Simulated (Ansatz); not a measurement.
A crystal relaxed with r2SCAN in the plane-wave code Ansatz has space group Pm (No. 6) and a = 7.395 Å, b = 2.851 Å, c = 7.424 Å, β = 119.7°.

```json
{"atom": "Si", "site": "1b", "x": "0.8276", "y": "0.5000", "z": "0.5898"}
{"atom": "Si", "site": "1a", "x": "0.2330", "y": "0.0000", "z": "0.8224"}
{"atom": "Si", "site": "1a", "x": "0.6038", "y": "0.0000", "z": "0.7852"}
{"atom": "Si", "site": "1b", "x": "0.4080", "y": "0.5000", "z": "0.2263"}
{"atom": "Xx", "site": "1b", "x": "0.7747", "y": "0.5000", "z": "0.1942"}
{"atom": "Si", "site": "1a", "x": "0.1589", "y": "0.0000", "z": "0.3966"}
{"atom": "N", "site": "1b", "x": "0.6757", "y": "0.5000", "z": "0.3209"}
{"atom": "N", "site": "1a", "x": "0.3329", "y": "0.0000", "z": "0.6597"}
{"atom": "N", "site": "1b", "x": "0.6782", "y": "0.5000", "z": "0.7085"}
{"atom": "N", "site": "1a", "x": "0.9705", "y": "0.0000", "z": "0.6628"}
{"atom": "N", "site": "1a", "x": "0.7093", "y": "0.0000", "z": "0.0551"}
{"atom": "N", "site": "1b", "x": "0.2973", "y": "0.5000", "z": "0.9651"}
{"atom": "N", "site": "1a", "x": "0.3279", "y": "0.0000", "z": "0.2969"}
{"atom": "N", "site": "1b", "x": "0.0020", "y": "0.5000", "z": "0.3165"}
```

The r2SCAN gap is indirect, 2.33 eV (Γ–Z (0.33 of the way from Γ) to Γ), below the direct gap of 2.70 eV at Γ. With HSE06 the valence top lies at Γ–Z (0.33 of the way from Γ) and the conduction bottom at Γ, 3.44 eV higher; the smallest vertical gap, at Γ, is 3.77 eV. Meshes: r2SCAN 4×10×4, HSE06 2×6×2. r2SCAN's ε∞ is 4.3, 4.5 and 4.2 along x, y and z.

**Question.** Which element is Xx?
A. Sn
B. Ge
C. C
D. Pb

**Answer.** C. Xx is C: Si5CN8 on the sites of β-Si3N4 (relaxed group Pm). Si has 4 N at 1.70–1.74 Å; Si has 4 N at 1.70 Å; Si has 4 N at 1.72–1.75 Å; Si has 4 N at 1.69–1.74 Å; C has 4 N at 1.45–1.68 Å; Si has 4 N at 1.73–1.75 Å; N has 1 C at 1.45 Å and 2 Si at 1.74 Å; N has 3 Si at 1.70–1.74 Å (further sites aren't listed).

These are computed values for a spin-unpolarised cell that may be hypothetical; none is a measurement.

Where an edge lies off the special points, it is a point of the mesh or the k point where a search put PBE's edge or least direct gap, reused for the other functionals, whose own edges may lie a little apart.

The meshes of the hybrids are coarse, so their gaps aren't converged to the digits shown.

For a response run the program warns that the ground state's bands aren't all converged, so ε∞ carries an extra error.
